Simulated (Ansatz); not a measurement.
SiO2:
```
SiO2
1.0
   -4.46933     4.46933     2.61576
    4.46933    -4.46933     2.61576
    4.46933     4.46933    -2.61576
Si O
4 8
Direct
  0.17696   0.17696   0.35393
  0.82304   0.82304   0.64607
  0.17696   0.82304   0.00000
  0.82304   0.17696   0.00000
  0.50000   0.50000   0.50000
  0.50000   0.00000   0.00000
  0.00000   0.00000   0.50000
  0.00000   0.50000   0.00000
  0.00000   0.20884   0.20884
  0.00000   0.79116   0.79116
  0.20884   0.00000   0.20884
  0.79116   0.00000   0.79116
```

Relaxed with r²SCAN. Special points in fractions of this cell's reciprocal vectors: Γ (0.000, 0.000, 0.000); X (0.000, 0.000, 0.500); M (-0.500, 0.500, 0.500); Z (0.336, 0.336, -0.336); Z0 (-0.336, 0.664, 0.336); P (0.250, 0.250, 0.250); N (0.000, 0.500, 0.000).

Task: List the band energies nearest the valence-band maximum at these points for r²SCAN in the plane-wave PAW code Ansatz.

Result: In eV from the valence-band maximum; about four levels below and three above (degenerate sets whole), none deeper than 8.9 eV; points with the same levels are listed once.

| k | below | above |
|---|---|---|
| Γ | -0.82 -0.67 -0.02 0.00 | 6.08 9.00 9.56 |
| X | -0.46 -0.38 -0.38 -0.24 | 7.20 7.63 9.54 |
| M | -1.02 -1.02 -0.18 0.00 0.00 | 8.14 8.46 8.46 |
| Z | -1.32 -0.50 -0.50 -0.15 | 8.50 9.09 9.27 |
| P | -0.75 -0.75 -0.53 -0.34 | 8.41 8.80 8.89 8.89 |
| N | -1.11 -0.77 -0.59 -0.25 | 8.28 8.43 9.32 |

Space group I4/mmm. The workflow started from a Materials Project entry (that database holds measured and hypothetical structures alike); the Crystallography Open Database copy checked does not list it. It is not the phase usual at ambient conditions (space group No. 92, 152, 154). The r²SCAN relaxation kept the symmetry of its start. At this level the phase is dynamically unstable (imaginary phonons).

Potentials: the later of the program's two PAW sets.
